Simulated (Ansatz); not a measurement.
# Data sheet: BiB (DFT)

BiB:
```cif
data_B4Bi4
_chemical_formula_sum 'Bi4 B4'
_space_group_name_H-M_alt 'Fm-3m'
_space_group_IT_number 225
_space_group_name_Hall '-F 4 2 3'
_cell_length_a 5.27684
_cell_length_b 5.27684
_cell_length_c 5.27684
_cell_angle_alpha 90.000
_cell_angle_beta 90.000
_cell_angle_gamma 90.000
loop_
_atom_site_label
_atom_site_type_symbol
_atom_site_symmetry_multiplicity
_atom_site_Wyckoff_symbol
_atom_site_fract_x
_atom_site_fract_y
_atom_site_fract_z
_atom_site_occupancy
Bi1 Bi 4 a 0.00000 0.00000 0.00000 1
B1 B 4 b 0.50000 0.50000 0.50000 1
```
(The calculation used a cell of 2 atoms; values per cell refer to that cell.)

Space group Fm-3m (No. 225), rock salt; conventional cell a = 5.2768 Å, b = 5.2768 Å, c = 5.2768 Å, α = 90.00°, β = 90.00°, γ = 90.00°.

Method: PBE (plane waves, PAW; program Ansatz). The cell and atoms are relaxed at this level. Other levels are named where they apply.

Cell and energy:

* **Volume per atom**: 18.37 Å³
* **Density**: 9.94 g/cm³
* **Formation energy from the elements (no fitted shifts)**: 1.20 eV/atom

Electronic structure:

- Electronic character: metallic (no gap)
- Density of states at the Fermi level: 0.50 states/eV per atom (mean over ±0.08 eV)
- Gap with spin–orbit coupling: none (metallic)

Mechanics:

* **Bulk modulus (Birch–Murnaghan fit)**: 817 kbar
* **Pressure derivative B′**: 4.3
* **Elastic constants (relaxed ions, GPa)**: C11 = 156, C12 = 43.7, C44 = 37.2
* **Mechanical stability**: stable (all eigenvalues of C positive)
* **Hill bulk and shear moduli**: 81.2 and 43.9 GPa
* **Young's modulus**: 112 GPa
* **Poisson's ratio**: 0.27
* **Debye temperature from the elastic constants**: 264 K

Phonons:

- Highest zone-centre frequency: 203 cm⁻¹
- Zone-centre stability: no imaginary mode at Γ

Charges:

* **Bader charges**: Bi +0.61, B -0.61 e

A made-up cell: these elements were put on the sites of a structure type; neither database checked (COD, Materials Project) lists it. Whether it is the stable phase at ambient conditions was not checked. The cell was relaxed with PBE under the symmetry of its start. As this level gives no gap, shear constants depend on the k-mesh and smearing (Fermi–Dirac, 0.1 eV here). As this level gives no gap, phonon frequencies hold no LO–TO term and depend on the k-mesh and smearing (Fermi–Dirac, 0.1 eV here). The references are the lowest solids computed at this level, not always the standard phases. Spin–orbit coupling is left out wherever it is not named.

Potentials: the later of the program's two PAW sets.
